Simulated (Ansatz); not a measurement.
Input:

CuPd:
```cif
data_CuPd
_chemical_formula_sum 'Cu1 Pd1'
_space_group_name_H-M_alt 'P 1'
_space_group_IT_number 1
_cell_length_a 4.43029
_cell_length_b 4.43029
_cell_length_c 4.43029
_cell_angle_alpha 34.892
_cell_angle_beta 34.892
_cell_angle_gamma 34.892
loop_
_space_group_symop_operation_xyz
  'x, y, z'
loop_
_atom_site_label
_atom_site_type_symbol
_atom_site_fract_x
_atom_site_fract_y
_atom_site_fract_z
_atom_site_occupancy
Cu1 Cu 0.00000 0.00000 0.00000 1
Pd1 Pd 0.50000 0.50000 0.50000 1
```

This is the LDA-relaxed structure.

All from LDA (plane waves, PAW; program Ansatz), unless another level is named. Give the bulk modulus (Birch–Murnaghan fit).

2060 kbar.

What about the highest zone-centre frequency?

267 cm^-1.

Space group R-3m. The first step of the workflow began from a Materials Project structure, measured or hypothetical; the Crystallography Open Database copy checked does not list it. COD files the formula under space group No. 221. With Cu and Pd taken as one species the cell has the higher symmetry Fm-3m, so it may be an ordered model of a mixed-site phase. Its standing as an ambient phase is unchecked. Symmetry was held in the LDA relaxation; whether a distortion lowers the energy is not shown. No spin polarisation was allowed. As this level gives no gap, phonon frequencies hold no LO–TO term and depend on the k-mesh and smearing (Fermi–Dirac, 0.1 eV here).

Potentials: the later of the program's two PAW sets.
